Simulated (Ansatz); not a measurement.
Al2Pt:
```
Al2Pt
1.0
    0.00000     2.95208     2.95208
    2.95208     0.00000     2.95208
    2.95208     2.95208     0.00000
Pt Al
1 2
Direct
  0.00000   0.00000   0.00000
  0.25000   0.25000   0.25000
  0.75000   0.75000   0.75000
```

Relaxed with r²SCAN. Special points in fractions of this cell's reciprocal vectors: Γ (0.000, 0.000, 0.000); X (0.500, 0.000, 0.500); U (0.625, 0.250, 0.625); K (0.375, 0.375, 0.750); L (0.500, 0.500, 0.500); W (0.500, 0.250, 0.750).

Problem. List the band energies nearest the Fermi level at these points for DFT-r²SCAN in the program Ansatz with PAW potentials.

Solution. In eV from the Fermi level; about four levels below and three above (degenerate sets whole), none deeper than 8.9 eV; points with the same levels are listed once.

```tsv
k	below	above
Γ	-5.38 -5.38 -5.38 -3.97 -3.97	3.67 3.96 3.96 3.96
X	-3.66 -3.43 -1.74 -1.74	3.54 3.70 8.41
U	-3.89 -3.23 -2.14 -0.69	3.68 5.82 7.14
L	-5.04 -5.04 -3.95 -3.71 -3.71	1.01 1.01 4.30
W	-3.49 -2.95 -2.95 -0.96	5.61 5.61 6.61
```

Space group Fm-3m (fluorite or antifluorite type). The r²SCAN relaxation kept the symmetry of its start; of distortions, only those at the zone centre were tested. The run is not spin-polarised. Spin–orbit coupling is left out wherever it is not named.

Potentials: the later of the program's two PAW sets.
